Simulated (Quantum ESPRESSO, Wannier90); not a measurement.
Ir (fcc (Cu type)): Wannier90 run

```
CELL_PARAMETERS angstrom
      0.00000     1.92697     1.92697
      1.92697     0.00000     1.92697
      1.92697     1.92697     0.00000
ATOMIC_POSITIONS crystal
  Ir 0.00000 0.00000 0.00000
```

Structure: Materials Project mp-101, symmetrised, not relaxed again. This is the element's usual structure. Method: PBEsol plane waves in Quantum ESPRESSO 7.5 (PseudoDojo norm-conserving files, 55 Ry, no spin polarisation, no spin-orbit coupling), Bloch states on a 12×12×12 mesh through Γ, Wannier90 4.0.1. Density: 18×18×18 mesh, cold smearing 0.01 Ry. Spin-orbit coupling is left out although heavy elements are present.

Base run: 9 functions from bands 5-21 of the 21 computed, start hydrogen-like Ir: s;p;d, frozen window up to 1.50 eV relative to the Fermi level, outer window open. One setting was then changed (edges relative to the Fermi level; misfit to pw.x on a path, for states up to 1.0 eV relative to the Fermi level).

```csv
run,Ω_I (Å²),rms misfit (meV),worst (meV)
base,8.05,2.1,25
changed,10.49,5.5,47
```

**Question.** Which change was made?
(A) frozen window to 3.50 eV
(B) no frozen window
(C) frozen window to 2.50 eV
(D) frozen window to 5.50 eV
(E) only the lowest 13 of the kept bands

**Answer.** E, only the lowest 13 of the kept bands. The others give:

| run | Ω_I (Å²) | rms misfit (meV) | worst (meV) |
|---|---|---|---|
| frozen window to 2.50 eV | 8.06 | 2.2 | 16 |
| frozen window to 3.50 eV | 8.08 | 2.0 | 13 |
| frozen window to 5.50 eV | 8.12 | 1.8 | 13 |
| no frozen window | 7.67 | 829 | 2999 |
